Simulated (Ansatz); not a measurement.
GaAs:
```yaml
crystal:
  lattice:
    - [0.00000, 2.66452, 2.66452]
    - [2.66452, 0.00000, 2.66452]
    - [2.66452, 2.66452, 0.00000]
  atoms:
    - { symbol: As, position: [0.00000, 0.00000, 0.00000] }
    - { symbol: Ga, position: [0.50000, 0.50000, 0.50000] }
```

Relaxed with r²SCAN. Special points in fractions of this cell's reciprocal vectors: Γ (0.000, 0.000, 0.000); X (0.500, 0.000, 0.500); U (0.625, 0.250, 0.625); K (0.375, 0.375, 0.750); L (0.500, 0.500, 0.500); W (0.500, 0.250, 0.750).

List the band energies nearest the Fermi level at these points for r²SCAN (plane waves, PAW; program Ansatz).

In eV from the Fermi level; about four levels below and three above (degenerate sets whole), none deeper than 8.9 eV; points with the same levels are listed once.

| k | below | above |
|---|---|---|
| Γ | -0.01 -0.01 -0.01 | 0.63 7.84 7.84 7.84 |
| X | -5.88 -3.54 -2.77 -2.77 | 4.00 11.00 11.00 |
| U | -6.28 -5.25 -2.03 -0.31 | 6.57 7.54 9.24 |
| L | -8.03 | 0.22 0.22 3.18 3.18 |
| W | -5.93 -4.67 -4.67 | 2.65 4.50 8.29 8.29 |

Space group Fm-3m (rock salt). The start of the workflow was typed in or built on a structure type; neither database checked (COD, Materials Project) lists it. It is not the phase usual at ambient conditions (space group No. 216). Symmetry was held in the r²SCAN relaxation; its stability against distortions is not shown here. Scalar-relativistic: spin–orbit coupling is off unless named, which matters more the heavier the elements.

Potentials: the earlier of the program's two PAW sets.
